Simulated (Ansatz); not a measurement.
Ti₂Pd (MoSi2 or CaC2 type, I4/mmm) at seven volumes, plane-wave PAW PBEsol (Ansatz code), shape and atoms relaxed at each. One row is withheld.

| V (Å³/atom) | P (GPa) |
|---|---|
| 14.149 | 17.83 |
| 14.616 | 10.93 |
| 15.082 | ? |
| 15.549 | 0.00 |
| 16.015 | -4.31 |
| 16.482 | -7.98 |
| 16.948 | -11.12 |

Q: Fit the shown pressures and predict the withheld one.

A: Third-order Birch–Murnaghan: P = (3/2)B₀(x^(7/2) − x^(5/2))[1 + (3/4)(B′ − 4)(x − 1)] with x = (V₀/V)^(2/3). Least squares on the six rows gives V₀ = 15.549 Å³/atom, B₀ = 154.8 GPa, B′ = 4.23. At V = 15.082, x = 1.0205 and P = 5.04 GPa. The run itself gave 5.03 GPa.

The workflow started from an entry of the Crystallography Open Database (COD). Its standing as an ambient phase is unchecked. The cell was relaxed with PBEsol under the symmetry of its start; whether a distortion lowers the energy is not shown. No spin polarisation was allowed.

Potentials: the later of the program's two PAW sets.
